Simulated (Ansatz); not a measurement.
CdSiN2 in space group R-3m (No. 166; Cd on 3b, Si on 3a, N on 6c), r²SCAN+D4 in the plane-wave PAW code Ansatz, all energies at zero smearing, with the estimated change up to a 700 eV cutoff added, with one set of potentials and settings (totals compare only within such a set). Cell of 4 atoms (1 Cd, 1 Si, 2 N): -9678.397 eV.

| element | reference phase | E (eV/atom) |
|---|---|---|
| Cd | P6_3/mmc, 2 atoms in the cell | -8268.3990 |
| Si | Fd-3m, 2 atoms in the cell | -639.1854 |
| N | Pa-3, 8 atoms in the cell | -384.8579 |

Formation energy per atom, worked out: (-9678.397 − 1×(-8268.3990) − 1×(-639.1854) − 2×(-384.8579))/4 = -0.274 eV/atom (-26 kJ per mol of atoms), at 0 K, without zero-point energy or fitted corrections.

The start of the workflow was typed in or built on a structure type; neither database checked (COD, Materials Project) lists it. Its standing as an ambient phase is unchecked. The r²SCAN+D4 relaxation kept the symmetry of its start; its stability against distortions is not shown here. The volume moved by -44 % from the start of the relaxation. The references are the lowest solids computed at this level, not always the standard phases (solids in place of the gases).

Potentials: the earlier of the program's two PAW sets.
